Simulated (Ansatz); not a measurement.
A distorted cell of C (diamond):

```
CELL_PARAMETERS angstrom
      0.00000     1.78014     1.78014
      1.78014     0.00000     1.78014
      1.78014     1.78014     0.00000
ATOMIC_POSITIONS crystal
  C  0.00000 0.00000 0.00000
  C  0.10675 0.10675 0.39325
```

All values below come from r2SCAN (plane waves to 500 eV, PAW, scalar-relativistic; Ansatz, a first-principles code). k mesh 13×13×13 (Γ-centred), Fermi-Dirac smearing 0.05 eV. E stands for the smeared free energy. Compression counts positive. As the smearing reaches across the gap at some points, energies and forces of such displacements shift with the k mesh and the smearing. C was relaxed with its symmetry unable to fall.

### Question
Predict the force on every atom, in eV/Å.

### Answer
```tsv
atom	Fx	Fy	Fz
C1	0.000	0.000	-8.055
C2	0.000	0.000	8.055
```

### Question
What is the stress tensor (GPa)?

### Answer
```
   68.9    -16.6      0.0
  -16.6     68.9      0.0
    0.0      0.0     85.3
```
The pressure, a third of the trace, is 74.4 GPa.

### Question
In it atom 2 sits (0.000, 0.000, -0.510) Å away from its relaxed site. What is its energy relative to the relaxed cell?

### Answer
3521 meV/cell.

(A displaced cell: forces are minus the slopes of the energy, force constants its curvatures, and phonons follow from these.)
